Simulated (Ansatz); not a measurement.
Cr (bcc, W type)

```
CELL_PARAMETERS angstrom
     -1.40716     1.40716     1.40716
      1.40716    -1.40716     1.40716
      1.40716     1.40716    -1.40716
ATOMIC_POSITIONS crystal
  Cr 0.00000 0.00000 0.00000
```

The slice is a {211} plane (indices of the conventional cell) through the point (0.000, 0.000, 0.000) (fractional), spanned by u = [111] and v = [1 0 -1] in vectors of this cell: u (2.44 Å) and v (3.98 Å, at 90° to u). It covers one period; positions are fractions (u, v).

Level of theory: PBEsol (plane waves to 420 eV, PAW, scalar-relativistic; Ansatz, a quantum-chemistry and plane-wave program). k mesh 23×23×23. These are valence fields of a PAW run, semicore shells included where kept as valence: close to a nucleus they are smooth pseudo fields. Cr is run without spin polarisation. Cr was relaxed with its symmetry unable to fall. Real Cr orders magnetically; this run has no moments, which shifts volume and moduli. The PAW data are Ansatz's earlier set.

What is the valence density on the shortest Cr–Cr line in this plane (2.44 Å), at its midpoint?

0.39 e/Å³.

What is the ELF at the midpoint of the shortest Cr–Cr line in this plane (2.44 Å)?

0.26.

Predict the map of the electron localisation function (ELF) on the slice.


```
|xxxx@#=:..:..:=#@xxx|
|xxxx%+-. .:. .-+%xxx|
|xxx%*=.  :-:  .=*%xx|
|x@%*=:  .:-:.  :=*%@|
|**+-.   :=+=:   .-+*|
|--:.   .-+*+-.   .:-|
|..    .-+***+-.    .|
|    .:-=**#**=-:.   |
|..::-=++*****++=-::.|
|-====++++***++++====|
|+++++++==+++==++++++|
|**++===-------===++*|
|*++=-------------=++|
|++=--:::::::::::--=+|
|+==-:::::::::::::-==|
|+=--:::::::::::::--=|
|+==-:::::::::::::-==|
|++=--:::::::::::--=+|
|*++=-------------=++|
|**++===-------===++*|
|+++++++==+++==++++++|
|-====++++***++++====|
|..::-=++*****++=-::.|
|    .:-=**#**=-:.   |
|..    .-+***+-.    .|
|--:.   .-+*+-.   .:-|
|**+-.   :=+=:   .-+*|
|x@%*=:  .:-:.  :=*%@|
|xxx%*=.  :-:  .=*%xx|
|xxxx%+-. .:. .-+%xxx|
|xxxx@#=:..:..:=#@xxx|
|xxxxx#=:..:..:=#xxxx|
```
Scale: ten equal steps from 0.16 (start of ' ') to 0.64 (end of '@'), in the order ' .:-=+*#%@'. Values: electron localisation function (ELF). The map has 20 points along u (one character each, u = 0 at the left) and 32 along v (v = 0 in the bottom row). Points within 0.5 Å of a nucleus are blanked (x), as the pseudised field means little there.
